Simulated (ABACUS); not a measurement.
# Convergence series on Ge (P6_3/mmc, 8 atoms in the cell; from Materials Project mp-1091415)

```
Ge
1.0
    4.00312     0.00000     0.00000
   -2.00156     3.46680     0.00000
    0.00000     0.00000    13.15671
Ge
8
Direct
  0.00000   0.00000   0.40685
  0.00000   0.00000   0.59315
  0.00000   0.00000   0.90685
  0.00000   0.00000   0.09315
  0.33333   0.66667   0.34406
  0.66667   0.33333   0.65594
  0.66667   0.33333   0.84406
  0.33333   0.66667   0.15594
```

Level of theory: ABACUS 3.10.1 with PBEsol, numerical atomic orbitals DZP (confined pseudo-atomic orbitals; energy shift 0.003 Ry), PseudoDojo 0.4 standard norm-conserving PBEsol (tails mended) pseudopotentials.

The atom-centred basis is finite, which shifts total energies against plane waves. Forces and stress are left out: the polarisation orbitals used for some of these elements are too diffuse to give them reliably, and gaps can carry the same lack. The structure comes from a collection of computed structures, made at another level of theory; the collection holds predicted forms beside known ones. No clean gap shows at this smearing width and mesh (spacing up to 0.24 Å⁻¹); the mesh is coarse for partly filled bands, so the values carry mesh errors. Semi-local functionals can close small gaps.

Held fixed: basis = DZP numerical atomic orbitals, energy shift 0.003 Ry; KPT = Gamma 8 8 2 0 0 0; basis_type = lcao; smearing_method = gaussian; smearing_sigma = 0.0146997 Ry; potentials = PseudoDojo 0.4 standard norm-conserving PBEsol (tails mended); symmetry = 1; symmetry_prec = 1e-05; ks_solver = genelpa; scf_nmax = 100; scf_thr = 1.0e-06; mixing_type = broyden; mixing_beta = 0.7.

ΔF is the free energy per atom less that of the last row (200 Ry).

```json
[
 {"ecutwfc": "40 Ry", "ΔF (meV/atom)": "-42.5", "iterations": "7"},
 {"ecutwfc": "50 Ry", "ΔF (meV/atom)": "-0.58", "iterations": "8"},
 {"ecutwfc": "60 Ry", "ΔF (meV/atom)": "-0.05", "iterations": "8"},
 {"ecutwfc": "70 Ry", "ΔF (meV/atom)": "-0.01", "iterations": "8"},
 {"ecutwfc": "80 Ry", "ΔF (meV/atom)": "0.03", "iterations": "8"},
 {"ecutwfc": "90 Ry", "ΔF (meV/atom)": "-0.01", "iterations": "8"},
 {"ecutwfc": "100 Ry", "ΔF (meV/atom)": "0.01", "iterations": "8"},
 {"ecutwfc": "115 Ry", "ΔF (meV/atom)": "-0.03", "iterations": "8"},
 {"ecutwfc": "130 Ry", "ΔF (meV/atom)": "-0.01", "iterations": "8"},
 {"ecutwfc": "150 Ry", "ΔF (meV/atom)": "-0.02", "iterations": "8"},
 {"ecutwfc": "175 Ry", "ΔF (meV/atom)": "-0.02", "iterations": "8"},
 {"ecutwfc": "200 Ry", "ΔF (meV/atom)": "0.00", "iterations": "8"}
]
```

Energy within 5 meV/atom of the last row: from ecutwfc = 50 Ry on; the one before it is off by 43 meV/atom.

Small differences between rows can be mesh errors.

The atomic orbitals were generated for these runs; they are not ABACUS's published sets and were checked against plane waves on a few crystals only.

“Tails mended”: in these copies of the files the far tail of each local potential was reset to the Coulomb form.
